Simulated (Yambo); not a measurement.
Material: LiC (space group Immm, No. 71) under isotropic strain of -0.7 % on all lattice vectors; a = b = c = 3.9723 Å, α = 126.93°, β = 106.14°, γ = 96.95° (4 atoms in the cell). The PBEsol cell relaxed from Materials Project entry mp-1378 was given an isotropic strain of -0.7 % on all lattice vectors, and the atoms were relaxed again.

With norm-conserving PBEsol (Quantum ESPRESSO, 82 Ry, scalar-relativistic), the gap between the mesh's edge points ((0.167, 0.167, 0.333) → Γ) is 3.149 eV.

**Question.** What does a G0W0 run in Yambo give for it (6×6×6 Γ-centred k mesh, bands 3 to 82 and a 8 Ry block in the screening, 82 bands in G with the Bruneval-Gonze terminator, plasmon pole fitted at 27.2 eV)?

**Answer.** The correction is 2.275 eV, giving 5.424 eV, 1.7 times the PBEsol value.  Convergence of the G0W0 settings was not tested.
